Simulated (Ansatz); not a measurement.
# Computed properties of Ge₃C₃N₈ (β-Si3N4 sites, Pm)

All numbers come from the PAW code Ansatz. Values at 0 K without nuclear motion; no magnetic order is allowed, and the phase may be a hypothetical one.

A 14-atom cell of Ge₃C₃N₈ built on β-Si3N4 (relaxed group Pm), relaxed with r2SCAN. It is monoclinic, Pm (No. 6); a = 7.017 Å, b = 2.796 Å, c = 7.297 Å, β = 112.4° in the conventional setting, 9.45 Å³ an atom. Around Ge lie 4 N at 1.75–1.92 Å; around Ge lie 4 N at 1.79–1.84 Å; around C lie 3 N at 1.28–1.56 Å; around Ge lie 4 N at 1.81–1.91 Å; around C lie 4 N at 1.37–1.68 Å; around C lie 4 N at 1.31–1.73 Å; around N lie 1 C at 1.43 Å and 2 Ge at 1.87–1.91 Å; around N lie 1 C at 1.31 Å and 1 Ge at 1.79 Å (further sites aren't listed).

```
Ge C N
1.0
     7.27644    0.00000    0.54837
     0.00000    2.79587    0.00000
    -3.15825    0.00000    6.26654
Ge C N
3 3 8
Cartesian
  1.8369 1.3979 5.3791
  4.7667 0.0000 1.9611
  0.1620 1.3979 2.3540
  4.3538 0.0000 5.0144
  -0.8171 1.3979 5.0932
  2.2420 0.0000 1.1668
  0.3380 1.3979 4.2575
  3.0019 0.0000 2.2296
  3.6781 1.3979 4.8305
  1.9618 0.0000 6.4257
  -1.6669 0.0000 4.7176
  5.6403 1.3979 2.6781
  0.8218 0.0000 1.4148
  2.5080 1.3979 0.1820
```

Gaps on the r2SCAN cell, each the least over its mesh and the special points:

| level | k mesh | gap (eV) | kind | edges | least direct gap (eV) |
| --- | --- | --- | --- | --- | --- |
| PBE | 4×10×4 | 0.02 | indirect | A → B | 0.07 |
| PBE+SOC | 4×10×4 | 0.02 | indirect | A → B | 0.07 |
| r2SCAN | 4×10×4 | 0.06 | indirect | A → B | 0.10 |
| HSE06 | 2×6×2 | 0.91 | indirect | A → B | 0.96 |

All runs use a smearing of 0.02 eV.
Wave cutoffs: 420 eV, 500 eV (r2SCAN). Gaps under 0.1 eV (PBE, PBE+SOC, r2SCAN) can't be told from a closed one: the bands may be in normal order or already inverted, which a gap's size doesn't show.

With HSE06 the valence top lies at A and the conduction bottom at B, 0.91 eV higher; the smallest vertical gap, at A, is 0.96 eV. Spin-orbit coupling changes the PBE gap by 0.00 eV, to 0.02 eV. With so small a gap spin-orbit coupling can invert the bands, which the size of the gap doesn't show: the edges may have crossed and parted again.

Direct and least gap lie within 0.04 eV at some levels, so the kind of gap isn't settled.

Only the levels marked +SOC include spin-orbit coupling.

The meshes of the hybrids are coarse, so their gaps aren't converged to the digits shown.
